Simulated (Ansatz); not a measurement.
This cell of TiSi₂ (C49 type, space group Cmcm) is off equilibrium:

```
TiSi2
1.0
    1.77297    -6.78252     0.00000
    1.77297     6.78252     0.00000
    0.00000     0.00000     3.57969
Si Ti
4 2
Cartesian
  1.77297  -5.98000   2.68477
  1.41297   5.98000   1.07492
  1.77297   3.38747   2.68477
  1.77297  -3.38747   0.89492
  1.77297  -1.39992   2.68477
  1.77297   1.39992   0.89492
```

All values below come from PBE (plane waves to 420 eV, PAW, scalar-relativistic; Ansatz, an electronic-structure program). k mesh 11×11×11 (Γ-centred), Fermi-Dirac smearing 0.05 eV. The energy includes the smearing's −TS. Stress and pressure are positive under compression. With partly filled bands, energies and forces of such displacements shift with the k mesh and the smearing. The PAW data are Ansatz's earlier set. This is one of several known forms of TiSi2; the measured ambient cells at hand have space group No. 70. TiSi2 is run without spin polarisation. TiSi2 was relaxed with its symmetry unable to fall.

Problem. Predict the force on every atom, in eV/Å.

Solution. 
```json
[
 {"atom": "Si1", "Fx": "0.022", "Fy": "0.060", "Fz": "0.886"},
 {"atom": "Si2", "Fx": "3.472", "Fy": "0.243", "Fz": "-3.024"},
 {"atom": "Si3", "Fx": "-0.038", "Fy": "0.024", "Fz": "-0.021"},
 {"atom": "Si4", "Fx": "0.019", "Fy": "-0.033", "Fz": "0.038"},
 {"atom": "Ti5", "Fx": "-2.922", "Fy": "-0.608", "Fz": "2.042"},
 {"atom": "Ti6", "Fx": "-0.552", "Fy": "0.314", "Fz": "0.079"}
]
```

Problem. Give the stress tensor in GPa and the pressure.

Solution. 
```
    3.3      1.9     -3.2
    1.9      2.1      0.5
   -3.2      0.5      5.5
```
The pressure, a third of the trace, is 3.6 GPa.

Problem. In it atom 2 sits (-0.360, 0.000, 0.180) Å away from its relaxed site. What is its energy relative to the relaxed cell?

Solution. 847 meV/cell.

(A displaced cell: forces are minus the slopes of the energy, force constants its curvatures, and phonons follow from these.)
